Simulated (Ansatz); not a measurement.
**Computed properties of Ag**

Ag:
```cif
data_Ag8
_chemical_formula_sum 'Ag8'
_space_group_name_H-M_alt 'P 1'
_space_group_IT_number 1
_cell_length_a 5.22585
_cell_length_b 5.22585
_cell_length_c 5.22585
_cell_angle_alpha 90.000
_cell_angle_beta 90.000
_cell_angle_gamma 90.000
loop_
_space_group_symop_operation_xyz
  'x, y, z'
loop_
_atom_site_label
_atom_site_type_symbol
_atom_site_fract_x
_atom_site_fract_y
_atom_site_fract_z
_atom_site_occupancy
Ag1 Ag 0.00000 0.00000 0.00000 1
Ag2 Ag 0.50000 0.50000 0.50000 1
Ag3 Ag 0.25000 0.00000 0.50000 1
Ag4 Ag 0.75000 0.00000 0.50000 1
Ag5 Ag 0.50000 0.25000 0.00000 1
Ag6 Ag 0.50000 0.75000 0.00000 1
Ag7 Ag 0.00000 0.50000 0.25000 1
Ag8 Ag 0.00000 0.50000 0.75000 1
```

Space group Pm-3n (No. 223), A15 (β-W type); conventional cell a = b = c = 5.226 Å, α = β = γ = 90.00°.

Method: the program Ansatz at the r²SCAN level (PAW). The cell and atoms are relaxed at this level. Other levels are named where they apply.

Cell and energy:

```json
{
 "volume_per_atom": "17.84 Å³",
 "density": "10.04 g/cm³"
}
```

Electronic structure:

```json
{
 "electronic_character": "metallic (no gap)",
 "Density of states at the Fermi level": "0.27 states/eV per atom (mean over ±0.08 eV)",
 "Gap with spin–orbit coupling": "none (metallic)"
}
```

Mechanics:

```json
{
  "Bulk modulus (Birch–Murnaghan fit)": "96.1 GPa",
  "Pressure derivative B′": "5.7",
  "Elastic constants (relaxed ions, GPa)": "C11 = 178, C12 = 55.1, C44 = -17.5",
  "mechanical_stability": "unstable (C has a negative eigenvalue)"
}
```

The start of the workflow was typed in or built on a structure type; neither database checked (COD, Materials Project) lists it. It is not the phase usual at ambient conditions (space group No. 225). The cell was relaxed with r²SCAN under the symmetry of its start. No spin polarisation was allowed. As this level gives no gap, shear constants depend on the k-mesh and smearing (Fermi–Dirac, 0.1 eV here). Scalar-relativistic: spin–orbit coupling is off unless named, which matters more the heavier the elements.

Potentials: the later of the program's two PAW sets.
